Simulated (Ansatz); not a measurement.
CoSi₂:
```cif
data_Co4Si8
_chemical_formula_sum 'Co4 Si8'
_space_group_name_H-M_alt 'Fm-3m'
_space_group_IT_number 225
_space_group_name_Hall '-F 4 2 3'
_cell_length_a 5.31460
_cell_length_b 5.31460
_cell_length_c 5.31460
_cell_angle_alpha 90.000
_cell_angle_beta 90.000
_cell_angle_gamma 90.000
loop_
_atom_site_label
_atom_site_type_symbol
_atom_site_symmetry_multiplicity
_atom_site_Wyckoff_symbol
_atom_site_fract_x
_atom_site_fract_y
_atom_site_fract_z
_atom_site_occupancy
Co1 Co 4 a 0.00000 0.00000 0.00000 1
Si1 Si 8 c 0.25000 0.25000 0.25000 1
```
(The calculation used a cell of 3 atoms; values per cell refer to that cell.)

Relaxed with r²SCAN.

Problem. Which orbitals make up the states near the Fermi level in plane-wave PAW r²SCAN (Ansatz code)?

Solution. Within 0.5 eV of the Fermi level: Co 3d 45 %, Si 3p 42 %, outside the projected shells 8 %. Projections are on Löwdin-orthogonalised atomic valence shells; empty p or d shells of many metals are not among them.

Problem. Tabulate the density of states.

Solution. States/eV per cell of 3 atoms, in 0.25 eV bins, energy from the Fermi level.

| E (eV) | total | Co 3d | Si 3p | Si 3s |
|---|---|---|---|---|
| -7.85 | 0.63 | 0.08 | 0.21 | 0.32 |
| -7.60 | 0.69 | 0.10 | 0.26 | 0.31 |
| -7.35 | 0.67 | 0.11 | 0.26 | 0.28 |
| -7.10 | 0.77 | 0.13 | 0.33 | 0.28 |
| -6.85 | 0.81 | 0.15 | 0.36 | 0.27 |
| -6.60 | 0.78 | 0.15 | 0.38 | 0.21 |
| -6.35 | 0.72 | 0.14 | 0.39 | 0.16 |
| -6.10 | 0.75 | 0.14 | 0.44 | 0.13 |
| -5.85 | 0.80 | 0.16 | 0.48 | 0.12 |
| -5.60 | 0.84 | 0.18 | 0.52 | 0.11 |
| -5.35 | 0.92 | 0.21 | 0.57 | 0.10 |
| -5.10 | 1.03 | 0.25 | 0.64 | 0.09 |
| -4.85 | 1.19 | 0.32 | 0.73 | 0.09 |
| -4.60 | 1.48 | 0.45 | 0.88 | 0.09 |
| -4.35 | 2.68 | 1.05 | 1.46 | 0.09 |
| -4.10 | 2.76 | 1.16 | 1.44 | 0.09 |
| -3.85 | 2.88 | 1.37 | 1.38 | 0.07 |
| -3.60 | 1.70 | 0.80 | 0.81 | 0.05 |
| -3.35 | 1.36 | 0.68 | 0.58 | 0.05 |
| -3.10 | 1.93 | 1.13 | 0.64 | 0.08 |
| -2.85 | 1.46 | 0.91 | 0.44 | 0.05 |
| -2.60 | 1.45 | 1.00 | 0.35 | 0.03 |
| -2.35 | 2.26 | 1.72 | 0.42 | 0.02 |
| -2.10 | 3.82 | 3.19 | 0.40 | 0.03 |
| -1.85 | 5.21 | 4.55 | 0.39 | 0.04 |
| -1.60 | 4.25 | 3.81 | 0.21 | 0.03 |
| -1.35 | 2.81 | 2.31 | 0.30 | 0.04 |
| -1.10 | 2.40 | 1.70 | 0.51 | 0.05 |
| -0.85 | 2.54 | 1.61 | 0.72 | 0.04 |
| -0.60 | 2.47 | 1.35 | 0.91 | 0.04 |
| -0.35 | 1.50 | 0.73 | 0.60 | 0.04 |
| -0.10 | 1.09 | 0.49 | 0.45 | 0.04 |
| 0.15 | 0.84 | 0.35 | 0.36 | 0.03 |
| 0.40 | 0.66 | 0.25 | 0.29 | 0.03 |
| 0.65 | 0.53 | 0.19 | 0.24 | 0.03 |
| 0.90 | 0.43 | 0.14 | 0.19 | 0.03 |
| 1.15 | 0.35 | 0.10 | 0.16 | 0.03 |
| 1.40 | 0.30 | 0.08 | 0.12 | 0.05 |
| 1.65 | 0.22 | 0.05 | 0.10 | 0.03 |
| 1.90 | 0.44 | 0.17 | 0.09 | 0.13 |
| 2.15 | 1.01 | 0.46 | 0.15 | 0.33 |
| 2.40 | 1.47 | 0.59 | 0.31 | 0.44 |
| 2.65 | 1.82 | 0.59 | 0.53 | 0.52 |
| 2.90 | 2.02 | 0.50 | 0.72 | 0.58 |
| 3.15 | 1.26 | 0.28 | 0.48 | 0.35 |
| 3.40 | 0.69 | 0.15 | 0.22 | 0.11 |
| 3.65 | 0.42 | 0.08 | 0.11 | 0.03 |
| 3.90 | 1.37 | 0.33 | 0.65 | 0.09 |
| 4.15 | 2.57 | 0.55 | 1.30 | 0.23 |
| 4.40 | 1.88 | 0.31 | 0.92 | 0.18 |
| 4.65 | 1.39 | 0.20 | 0.69 | 0.14 |

Symmetry was held in the r²SCAN relaxation. The run is not spin-polarised.

Potentials: the earlier of the program's two PAW sets.
